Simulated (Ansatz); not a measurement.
Ga₄As₃N as one 8-atom ordering (Amm2) on the zincblende lattice: a relaxation of cell and atoms in the plane-wave code Ansatz (r2SCAN). The starting cell comes from a relaxation with PBE.

```yaml
crystal:
  lattice:
    - [3.8553390937, 0.0, 0.0]
    - [0.0, 3.8764060518, 5.4645917102]
    - [0.0, -3.8764060518, 5.4645917102]
  atoms:
    - { symbol: "N", position: [0.0, 0.0034010694, 0.0034010694] }
    - { symbol: As, position: [0.5, -0.0031319085, 0.5005285574] }
    - { symbol: As, position: [0.5, 0.5005285574, -0.0031319085] }
    - { symbol: As, position: [0.0, 0.5039007893, 0.5039007893] }
    - { symbol: Ga, position: [0.5, 0.9007469063, 0.9007469063] }
    - { symbol: Ga, position: [0.0, 0.8939664285, 0.3276445639] }
    - { symbol: Ga, position: [0.0, 0.3276445639, 0.8939664285] }
    - { symbol: Ga, position: [0.5, 0.3729435938, 0.3729435938] }
kpoints:
  mp_grid: { grid: [6, 4, 4] }
hamiltonian:
  xc: r2scan
scf:
  occupations: { method: fermi_dirac, width: 0.02 }
relax:
  f_tol: 0.005
  cell: {}
```

The trajectory has 6 recorded frames, each with positions in Å and forces in eV/Å. Some frames, the last among them, repeat a geometry solved again on a basis re-selected at its cell; pressure is positive in compression.

Step 1: energy 0.0 meV/atom from step 1, largest force component 0.158 eV/Å, pressure -3.20 GPa
```xyz
8
Lattice="3.8553 0.0000 0.0000 0.0000 3.8764 5.4646 0.0000 -3.8764 5.4646" Properties=species:S:1:pos:R:3:forces:R:3 pbc="T T T"
N     0.0000    0.0000    0.0372    0.0000    0.0000    0.1146
As    1.9277   -1.9524    2.7181    0.0000    0.1410    0.0157
As    1.9277    1.9524    2.7181    0.0000   -0.1410    0.0157
As    0.0000    0.0000    5.5072    0.0000    0.0000   -0.1582
Ga    1.9277    0.0000    9.8444    0.0000    0.0000   -0.1199
Ga    0.0000    2.1953    6.6756    0.0000   -0.0604    0.0460
Ga    0.0000   -2.1953    6.6756    0.0000    0.0604    0.0460
Ga    1.9277    0.0000    4.0760    0.0000    0.0000    0.0402
```

Step 2: energy -8.6 meV/atom from step 1, largest force component 0.051 eV/Å, pressure -0.33 GPa
```xyz
8
Lattice="3.8148 0.0000 0.0000 0.0000 3.8266 5.3942 0.0000 -3.8266 5.3942" Properties=species:S:1:pos:R:3:forces:R:3 pbc="T T T"
N     0.0000    0.0000    0.0330    0.0000    0.0000    0.0446
As    1.9074   -1.9276    2.6842    0.0000    0.0357    0.0079
As    1.9074    1.9276    2.6842    0.0000   -0.0357    0.0079
As    0.0000    0.0000    5.4339    0.0000    0.0000   -0.0414
Ga    1.9074    0.0000    9.7056    0.0000    0.0000    0.0508
Ga    0.0000    2.1591    6.5951    0.0000    0.0423   -0.0450
Ga    0.0000   -2.1591    6.5951    0.0000   -0.0423   -0.0450
Ga    1.9074    0.0000    4.0284    0.0000    0.0000    0.0204
```

Step 3: energy -8.8 meV/atom from step 1, largest force component 0.017 eV/Å, pressure +0.02 GPa
```xyz
8
Lattice="3.8095 0.0000 0.0000 0.0000 3.8241 5.3845 0.0000 -3.8241 5.3845" Properties=species:S:1:pos:R:3:forces:R:3 pbc="T T T"
N     0.0000    0.0000    0.0330    0.0000    0.0000    0.0173
As    1.9047   -1.9239    2.6802    0.0000   -0.0087   -0.0057
As    1.9047    1.9239    2.6802    0.0000    0.0087   -0.0057
As    0.0000    0.0000    5.4227    0.0000    0.0000    0.0089
Ga    1.9047    0.0000    9.6928    0.0000    0.0000   -0.0090
Ga    0.0000    2.1591    6.5796    0.0000    0.0167    0.0021
Ga    0.0000   -2.1591    6.5796    0.0000   -0.0167    0.0021
Ga    1.9047    0.0000    4.0230    0.0000    0.0000   -0.0099
```

Step 4: energy -8.8 meV/atom from step 1, largest force component 0.008 eV/Å, pressure +0.01 GPa
```xyz
8
Lattice="3.8090 0.0000 0.0000 0.0000 3.8235 5.3864 0.0000 -3.8235 5.3864" Properties=species:S:1:pos:R:3:forces:R:3 pbc="T T T"
N     0.0000    0.0000    0.0340    0.0000    0.0000    0.0076
As    1.9045   -1.9244    2.6806    0.0000    0.0004    0.0014
As    1.9045    1.9244    2.6807    0.0000   -0.0004    0.0014
As    0.0000    0.0000    5.4250    0.0000    0.0000    0.0006
Ga    1.9045    0.0000    9.6960    0.0000    0.0000   -0.0024
Ga    0.0000    2.1597    6.5825    0.0000    0.0029   -0.0044
Ga    0.0000   -2.1597    6.5825    0.0000   -0.0029   -0.0044
Ga    1.9045    0.0000    4.0234    0.0000    0.0000    0.0001
```

Step 5: energy -8.8 meV/atom from step 1, largest force component 0.003 eV/Å, pressure 0.00 GPa
```xyz
8
Lattice="3.8095 0.0000 0.0000 0.0000 3.8238 5.3860 0.0000 -3.8238 5.3860" Properties=species:S:1:pos:R:3:forces:R:3 pbc="T T T"
N     0.0000    0.0000    0.0347    0.0000    0.0000   -0.0026
As    1.9047   -1.9242    2.6804    0.0000   -0.0006    0.0005
As    1.9047    1.9242    2.6804    0.0000    0.0006    0.0005
As    0.0000    0.0000    5.4249    0.0000    0.0000   -0.0008
Ga    1.9047    0.0000    9.6948    0.0000    0.0000    0.0002
Ga    0.0000    2.1601    6.5817    0.0000    0.0012    0.0014
Ga    0.0000   -2.1601    6.5817    0.0000   -0.0012    0.0014
Ga    1.9047    0.0000    4.0235    0.0000    0.0000   -0.0005
```

Step 6: energy -8.6 meV/atom from step 1, largest force component 0.003 eV/Å, pressure -0.01 GPa
```xyz
8
Lattice="3.8095 0.0000 0.0000 0.0000 3.8238 5.3860 0.0000 -3.8238 5.3860" Properties=species:S:1:pos:R:3:forces:R:3 pbc="T T T"
N     0.0000    0.0000    0.0347    0.0000    0.0000   -0.0026
As    1.9047   -1.9242    2.6804    0.0000   -0.0006    0.0005
As    1.9047    1.9242    2.6804    0.0000    0.0006    0.0005
As    0.0000    0.0000    5.4249    0.0000    0.0000   -0.0008
Ga    1.9047    0.0000    9.6948    0.0000    0.0000    0.0002
Ga    0.0000    2.1601    6.5817    0.0000    0.0012    0.0014
Ga    0.0000   -2.1601    6.5817    0.0000   -0.0012    0.0014
Ga    1.9047    0.0000    4.0235    0.0000    0.0000   -0.0005
```

The walk took 5 steps, besides SCFs solved again on a fresh basis, and changed the volume by -3.9 %. The last SCF, on a fresh basis, lies 8.6 meV an atom below the first. At the end: it is orthorhombic, Amm2 (No. 38); a = 3.809 Å, b = 7.648 Å, c = 10.772 Å in the conventional setting, 19.61 Å³ an atom. N has 4 Ga at 2.03–2.21 Å; As has 4 Ga at 2.35–2.50 Å; As has 4 Ga at 2.36–2.45 Å; Ga has 2 N at 2.21 Å and 2 As at 2.50 Å; Ga has 1 N at 2.03 Å and 3 As at 2.43–2.45 Å; Ga has 4 As at 2.35–2.36 Å.

Run as `ansatz run input.yaml --threads 4 --pin off --max-ram 6451MiB --backend cpu --events-out ev --progress --plain --runs-dir out`. Wall time 72 s on 4 threads of Arm Neoverse V1, with other jobs on the host; peak host memory 0.93 GiB.

No spin polarisation and no zero-point or thermal motion; the cell was built from a prototype and may be hypothetical.
